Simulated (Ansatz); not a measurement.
Comparing deformations in In3Se

All numbers below come from DFT PBE+D3(BJ), scalar-relativistic, plane waves, PAW (Ansatz 0.2.0). Settings: plane waves to 420 eV, k-mesh 10×10×10 (Γ-centred), Gaussian smearing 0.15 eV. No spin polarisation. Energies are free energies at this smearing, counted from the undisturbed cell; pressure is positive in compression.

Reference structure (relaxed at this level; it needn't be the usual structure):

```
In Se
1.0
     4.70090    0.00000    0.00000
     0.00000    4.70090    0.00000
     0.00000    0.00000    4.70090
In Se
3 1
Direct
  0.00000 0.50000 0.50000
  0.50000 0.00000 0.50000
  0.50000 0.50000 0.00000
  0.00000 0.00000 0.00000
```

The cell is strained by ε times a Voigt pattern (xx, yy, zz, yz, xz, xy; engineering shear) with fractional coordinates fixed. τ = (1/V0) dE/dε comes from the stress tensor. Of each scan, only the three points used here are listed.

```
           pattern        ε  τ (GPa)
(0, 0, 0, 1, 0, 0)  -0.0250   -0.230
(0, 0, 0, 1, 0, 0)   0.0000    0.000
(0, 0, 0, 1, 0, 0)   0.0125    0.112
(1, 0, 0, 0, 0, 0)  -0.0150   -0.646
(1, 0, 0, 0, 0, 0)   0.0000   -0.036
(1, 0, 0, 0, 0, 0)   0.0150    0.544
```

Task: Which constants do the scans give, and which deformation costs least for the same size of strain tensor?

Result: The slope dτ/dε at zero (parabola through three points) is pᵀCp: (0, 0, 0, 1, 0, 0) gives C44 = 9.0 GPa; (1, 0, 0, 0, 0, 0) gives C11 = 40 GPa. The size of the strain tensor, ε:ε, is ε² times 0.5, 1.0. Per unit of it the stiffnesses are 18.1, 40 GPa, so (0, 0, 0, 1, 0, 0) is the softest of these: at ε:ε = (1 %)² the quadratic term costs 0.15 meV/atom against 0.32 for the stiffest. These are clamped-ion values.

In a metal these slopes depend on the k mesh and the smearing.